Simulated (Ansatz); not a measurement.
Here is the system:

ZnO (wurtzite)

```
CELL_PARAMETERS angstrom
      6.55919     0.00000     0.00000
     -1.63980     2.84021     0.00000
      0.00000     0.00000     5.29330
ATOMIC_POSITIONS crystal
  Zn 0.33333 0.33333 0.00215
  Zn 0.83333 0.33333 0.00215
  Zn 0.16667 0.66667 0.50215
  Zn 0.66667 0.66667 0.50215
  O  0.33333 0.33333 0.62305
  O  0.83333 0.33333 0.62305
  O  0.16667 0.66667 0.12305
  O  0.66667 0.66667 0.12305
```

The atoms are displaced by Q × the pattern below (from a DFPT mode at M = (0.5, 0.0, 0.0), largest move 1; Q in Å), at fixed cell. (q is in reciprocal vectors of the primitive cell; the cell shown is doubled to hold the pattern.)

| atom | x | y | z |
|---|---|---|---|
| Zn1 | 0.789 | 0.456 | -0.411 |
| Zn2 | -0.789 | -0.456 | 0.411 |
| Zn3 | 0.789 | 0.456 | 0.411 |
| Zn4 | -0.789 | -0.456 | -0.411 |
| O5 | 0.069 | 0.040 | 0.122 |
| O6 | -0.069 | -0.040 | -0.122 |
| O7 | 0.069 | 0.040 | -0.122 |
| O8 | -0.069 | -0.040 | 0.122 |

Computed with PBE (plane waves to 420 eV, PAW, scalar-relativistic; Ansatz, a program for electronic structure). k mesh 6×12×6 (Γ-centred), Fermi-Dirac smearing 0.05 eV. Energies are smeared free energies. ZnO was relaxed with its symmetry unable to fall. ΔE is measured from the undisplaced structure.

The scan covers Q from -0.280 to 0.280 Å in 13 points.

Question: Which space group does the distorted structure have?

Answer: Pmc2_1 (No. 26), lowered from P6_3mc.

Question: Is this a single well or a double well?

Answer: A single well with its minimum at or next to zero displacement.

Question: What is the energy change at Q = 0.280 Å?

Answer: 2171 meV/cell.

Question: What harmonic wavenumber does the curvature at Q = 0 give?

Answer: 241 cm⁻¹.

(For displaced atoms, the force is minus the slope of the energy, and its curvature is a force constant, which sets phonon frequencies.)
